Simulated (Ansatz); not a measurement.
## Cd5HgO6: rattling a relaxed structure

The structure comes from a generated guess, relaxed at this level; another structure or a mixture of phases may lie lower.

Theory: DFT PBE, scalar-relativistic, plane waves, PAW (Ansatz). Plane waves to 420 eV, a k mesh through Γ of 12×12×4 on the computed 12-atom cell and Gaussian smearing (0.10 eV); no spin polarisation.

The cell below (12 atoms, space group P-3m1 (No. 164)) is relaxed within its symmetry.

```
Cd Hg O
1.0
     3.38659    0.00000    0.00000
    -1.69329    2.93287    0.00000
     0.00000    0.00000   16.64403
Cd Hg O
5 1 6
Direct
  0.66667 0.33333 0.67056
  0.33333 0.66667 0.32944
  0.66667 0.33333 0.16468
  0.00000 0.00000 0.00000
  0.33333 0.66667 0.83533
  0.00000 0.00000 0.50000
  0.33333 0.66667 0.59029
  0.66667 0.33333 0.40971
  0.00000 0.00000 0.24692
  0.33333 0.66667 0.08231
  0.66667 0.33333 0.91769
  0.00000 0.00000 0.75308
```

For the test it was strained at random (σ = 1.5 % a component), the atoms were moved at random (σ = 0.15 Å), and all was relaxed again on a coarse 6×6×2 mesh (in the run’s order of axes) with 0.20 eV smearing, with no symmetry imposed.

Spin–orbit coupling, which can matter for Hg, is left out.

Task: What happens?

Result: It doesn't return. The energy falls by 41 meV/atom on that mesh, the volume changes by 5.8 %, and the end has space group C2/m (No. 12) at a loose tolerance. Relaxed again on a 12×12×4 mesh with 0.10 eV smearing, the new structure lies 42 meV/atom below the first (mesh in the axes of the run's cell; the cell below is made exact in the group named). Space group C2/m (No. 12), monoclinic, a = 5.927 Å, b = 3.421 Å, c = 17.373 Å, β = 96.9°. Cd on a site of symmetry m has 6 O at 2.31–2.40 Å; around Cd on a second site of symmetry m lie 6 O at 2.39–2.40 Å; Hg is surrounded by 2 O at 2.00 Å; around O on its first site lie 1 Hg at 2.00 Å and 3 Cd at 2.31 Å; 3 more sites not described.

```
CELL_PARAMETERS angstrom
2.96334 -1.71043 0.00000
2.96334 1.71043 0.00000
-2.07993 0.00000 17.24788
ATOMIC_POSITIONS crystal
Cd 0.22294 0.22294 0.68513
Cd 0.77706 0.77706 0.31487
Cd 0.38890 0.38890 0.15734
Cd 0.00000 0.00000 0.00000
Cd 0.61110 0.61110 0.84266
Hg 0.50000 0.50000 0.50000
O 0.53229 0.53229 0.61567
O 0.46771 0.46771 0.38433
O 0.08329 0.08329 0.23570
O 0.69455 0.69455 0.07857
O 0.30545 0.30545 0.92143
O 0.91671 0.91671 0.76430
```
